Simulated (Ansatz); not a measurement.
Ga4AsP3, ordered on the zincblende lattice (P-43m) with 8 atoms a cell, relaxed with r2SCAN. It is cubic, P-43m (No. 215); a = 5.504 Å in the conventional setting, 20.84 Å³ an atom. Around P lie 4 Ga at 2.37 Å; around Ga lie 3 P at 2.37 Å and 1 As at 2.42 Å; around As lie 4 Ga at 2.42 Å.

The questions ask for values computed with the plane-wave code Ansatz on this geometry. Simulation only: non-magnetic, and no claim that this is the phase found in nature.

**Question.** Is there a gap with PBE, and of what kind?

**Answer.** The PBE gap is direct at Γ: 1.30 eV.

**Question.** What does PBE+SOC give for the gap (6×6×6 mesh)?

**Answer.** The PBE+SOC gap is direct at Γ: 1.25 eV. The gap differs by -0.05 eV from PBE's.

**Question.** How does the gap change from PBE to r2SCAN (6×6×6)?

**Answer.** r2SCAN gives a direct gap of 1.58 eV at Γ. The gap differs by +0.28 eV from PBE's.

**Question.** What does HSE06 give for the gap (4×4×4 mesh)?

**Answer.** HSE06 gives a direct gap of 1.94 eV at Γ. The gap differs by +0.64 eV from PBE's.

**Question.** Roughly how does the cost of the PBE+SOC run (6×6×6) compare with r2SCAN's (6×6×6)?

**Answer.** About 4 times as much (3 core-minutes against 50 core-seconds, on 4 threads of Arm Neoverse V1, with other jobs on the host).

**Question.** What are ε∞ and the Born charges with r2SCAN?

**Answer.** The electronic dielectric tensor ε∞ is 9.83 in all directions. Born charges, averaged over directions: P -2.22, Ga +2.15, As -1.93 e.

**Question.** What do these levels agree on?

**Answer.** r2SCAN covers 43 % of the step from PBE to HSE06, while HSE06 needs about 9 times r2SCAN's rough cost (on a coarser mesh). Spin-orbit coupling moves the least or the direct gap by up to 0.05 eV, so it is at the margin where a tenth of an eV counts. Among these functionals the gap stays direct.

Only the levels marked +SOC include spin-orbit coupling.
